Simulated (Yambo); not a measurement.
NaYS2 (space group R-3m, No. 166) under isotropic strain of -3 % on all lattice vectors; a = 6.7552 Å, b = 6.7552 Å, c = 6.7552 Å, α = 32.83°, β = 32.83°, γ = 32.83°. With the G0W0 scissor the direct gap on the mesh is 4.35 eV. Axes are Cartesian, with cell vectors (Å) (1.91, 1.10, 6.39), (-1.91, 1.10, 6.39), (0.00, -2.20, 6.39).

**Question.** Does this run resolve the lowest exciton, and if so, what are its energy and binding? (Yambo, PBEsol bands; 6×6×6 mesh, 6 valence and 7 conduction bands, static screening with 49 bands and a 4 Ry block, scissor 1.61 eV, Tamm-Dancoff.)

**Answer.** The mesh holds a bound state, but the numbers are provisional. These are vertical excitations (zero momentum); the indirect quasiparticle gap, about 3.39 eV, is smaller than the direct one (4.35 eV on the GW mesh). The lowest state lies at 3.96 eV (dark for light along x), the direct quasiparticle gap on this mesh at 4.35 eV. Its binding energy, counted from that gap, is 0.39 eV; it spreads over about 15 k points of the mesh. Convergence with the mesh was not shown. The first optically allowed state is at 3.98 eV. The scissor comes from a G0W0 run whose convergence isn't established. 

Geometry strained from the cell relaxed with PBEsol, atoms relaxed again.
